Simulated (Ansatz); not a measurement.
**Zone-centre phonons of SrCd at 25 GPa: input and output**

These are results of DFT LDA, scalar-relativistic, plane waves, PAW in Ansatz 0.2.0, not measurements.

Launched with:
```bash
ansatz run input.yaml --threads 1 --pin off --max-ram 3072MiB --backend cpu --events-out ev --progress --plain --runs-dir out
```

Input (bare energies are in eV):
```yaml
crystal:
  lattice:
    - [3.4705214759, 0.0, 0.0]
    - [0.0, 3.4705214759, 0.0]
    - [0.0, 0.0, 3.4705214759]
  atoms:
    - { symbol: Sr, position: [0.5, 0.5, 0.5] }
    - { symbol: Cd, position: [0.0, 0.0, 0.0] }
basis:
  ecutwfc: 420
kpoints:
  mp_grid: { grid: [12, 12, 12] }
hamiltonian:
  xc: lda
scf:
  occupations: { method: fermi_dirac, width: 0.15 }
output:
  eigenvalues: true
phonons:
  method: dfpt
  eigenvectors: true
```

Results section of the output:
```
--- Phonons (Γ-DFPT): 2 representative perturbations + reference, on 196 of 1728 k-points (Σ response iterations 6) ---
  k mesh reduced under 8 symmetry operations, with k and −k counted as one. Each operation leaves every solved perturbation unchanged. A smaller set is not used because it would not reduce the number of displacements ...
  ASR residual: 2.821e-5 → 0.000e0 eV/Å²; symmetrization residual: 2.274e-6 eV/Å²
  ASR residual per site (eV/Å²): 2.82e-5 2.65e-5
  Γ frequencies (cm⁻¹): 0.00 0.00 0.00 191.59 191.59 191.59
  non-analytic LO–TO correction: not included (Born effective charges unavailable; polar crystals: no LO–TO splitting at Γ)
```

Time: 37 s on 1 thread of Arm Neoverse V1, with other jobs on the host, peak memory 0.67 GiB.

In a metal, frequencies and elastic constants depend on the k mesh and the smearing, soft modes and shear constants most. Other phases may be more stable at this pressure.